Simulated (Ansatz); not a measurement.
A geometry of ZnSnP2 away from equilibrium: step 3 of the relaxation of a relaxed ZnSnP2 cell displaced along its unstable phonon at q = (½, ½, 0) of its primitive reciprocal cell (136i cm⁻¹), largest move 0.15 Å. These are PBEsol (plane waves to 420 eV, PAW, scalar-relativistic; Ansatz, a program for electronic structure) values and carry that method's errors. Γ-centred k-mesh 6×6×12 on the run's cell (coarser than for final values), Fermi–Dirac smearing 0.05 eV. The plane waves were selected for a different cell earlier on the path.

```xyz
8
Lattice="10.4796 0.0000 0.0000 5.2398 5.2398 0.0000 0.0000 0.0000 2.7517" Properties=species:S:1:pos:R:3 pbc="T T T"
Zn    13.0995     2.6199     1.3758
Zn     7.8597     2.6199     1.3758
Sn     0.0000     0.0000     0.0000
Sn     5.2398     0.0000     0.0000
P     10.9437     2.6199     0.0000
P      4.7757     2.6199     0.0000
P      2.6199    -0.4641     0.0000
P      7.8597     0.4641     0.0000
```

What forces act on the atoms (eV/Å)?


```
atom     Fx     Fy    Fz
----  -----  -----  ----
Zn1    0.00   0.00  0.00
Zn2    0.00   0.00  0.00
Sn3    0.00   0.00  0.00
Sn4    0.00   0.00  0.00
P5     0.59   0.00  0.00
P6    -0.59   0.00  0.00
P7     0.00  -0.59  0.00
P8     0.00   0.59  0.00
```

The path ends in P4/mbm (No. 127). No spin polarisation in the result.

The run could not lose the symmetry of its start, so the end can be a saddle point.

The end of the path is a generated cell of ZnSnP2: the first start was made by placing the elements on the sites of a structure type, and the end was not matched to a known phase here, so it may be hypothetical.
